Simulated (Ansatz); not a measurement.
Here is the system:

NaBi:
```xyz
2
Lattice="3.3648 0.0000 0.0000 0.0000 3.3648 0.0000 0.0000 0.0000 4.8994" Properties=species:S:1:pos:R:3 pbc="T T T"
Na     1.6824     1.6824     2.4497
Bi     0.0000     0.0000     0.0000
```

This is the PBEsol-relaxed structure.

Q: All from plane-wave PAW PBEsol (Ansatz code), unless another level is named. Give the density of states at the Fermi level.

A: 0.35 states/eV per atom (mean over ±0.08 eV).

Q: Give the formation energy from the elements (no fitted shifts).

A: -0.32 eV/atom.

Q: And the gap with spin–orbit coupling?

A: none (metallic).

Space group P4/mmm (L1₀ or tetragonal B2). The first step of the workflow began from a Materials Project structure, measured or hypothetical; the Crystallography Open Database copy checked does not list it. With Na and Bi taken as one species the cell has the higher symmetry Fm-3m, so it may be an ordered model of a mixed-site phase. Its standing as an ambient phase is unchecked. The PBEsol relaxation kept the symmetry of its start; of distortions, only those at the zone centre were tested. The references are the lowest solids computed at this level, not always the standard phases. Scalar-relativistic: spin–orbit coupling is off unless named, which matters more the heavier the elements.

Potentials: the later of the program's two PAW sets.
